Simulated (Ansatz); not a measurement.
Given:

Starting cell, Zn (hcp, Mg type):

```
CELL_PARAMETERS angstrom
      5.24440     0.00000     0.00000
     -1.31110     2.27089     0.00000
      0.00000     0.00000     5.19319
ATOMIC_POSITIONS crystal
  Zn 0.16667 0.66667 0.75000
  Zn 0.66667 0.66667 0.75000
  Zn 0.33333 0.33333 0.25000
  Zn 0.83333 0.33333 0.25000
```

A phonon eigenvector at M = (0.5, 0.0, 0.0) is frozen into this cell: atom i moves by Q times the vector below, so Q is the largest atomic displacement, in Å. The cell is held. (q is in reciprocal vectors of the primitive cell; the cell shown is doubled to hold the pattern.)

```csv
atom,x,y,z
Zn1,0.000,0.000,-1.000
Zn2,0.000,0.000,1.000
Zn3,0.000,0.000,1.000
Zn4,0.000,0.000,-1.000
```

All values below come from PBE (plane waves to 420 eV, PAW, scalar-relativistic; Ansatz, a first-principles code). k mesh 10×20×9 (Γ-centred), Fermi-Dirac smearing 0.05 eV. Energies are smeared free energies. With partly filled bands, energies and forces of such displacements shift with the k mesh and the smearing. The PAW data are Ansatz's earlier set. Zn was relaxed with its symmetry unable to fall. ΔE is measured from the undisplaced structure.

The scan covers Q from -0.280 to 0.280 Å in 13 points.

Problem. Is this a single well or a double well?

Solution. A single well with its minimum at or next to zero displacement.

Problem. Which space group does the distorted structure have?

Solution. Pnma (No. 62), lowered from P6_3/mmc.

Problem. What is the energy change at Q = 0.280 Å?

Solution. 206 meV/cell.

Problem. What harmonic wavenumber does the curvature at Q = 0 give?

Solution. 46 cm⁻¹.

(A displaced cell: forces are minus the slopes of the energy, force constants its curvatures, and phonons follow from these.)
